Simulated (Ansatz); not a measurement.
MgS:
```yaml
crystal:
  lattice:
    - [0.00000, 2.61486, 2.61486]
    - [2.61486, 0.00000, 2.61486]
    - [2.61486, 2.61486, 0.00000]
  atoms:
    - { symbol: Mg, position: [0.00000, 0.00000, 0.00000] }
    - { symbol: S, position: [0.50000, 0.50000, 0.50000] }
```

Relaxed with PBE. Special points in fractions of this cell's reciprocal vectors: Γ (0.000, 0.000, 0.000); X (0.500, 0.000, 0.500); U (0.625, 0.250, 0.625); K (0.375, 0.375, 0.750); L (0.500, 0.500, 0.500); W (0.500, 0.250, 0.750).

Question: List the band energies nearest the valence-band maximum at these points for PBE in the plane-wave PAW code Ansatz.

Answer: In eV from the valence-band maximum; about four levels below and three above (degenerate sets whole), none deeper than 8.9 eV; points with the same levels are listed once.

| k | below | above |
|---|---|---|
| Γ | 0.00 0.00 0.00 | 3.60 7.93 7.93 7.93 |
| X | -4.10 -1.64 -1.64 | 2.76 4.43 11.86 |
| U | -3.61 -3.12 -1.33 | 3.89 6.67 9.61 |
| L | -4.74 -0.57 -0.57 | 4.53 6.88 6.88 |
| W | -3.15 -3.15 -2.31 | 5.19 7.91 7.91 |

Space group Fm-3m (rock salt). The PBE relaxation kept the symmetry of its start.

Potentials: the earlier of the program's two PAW sets.
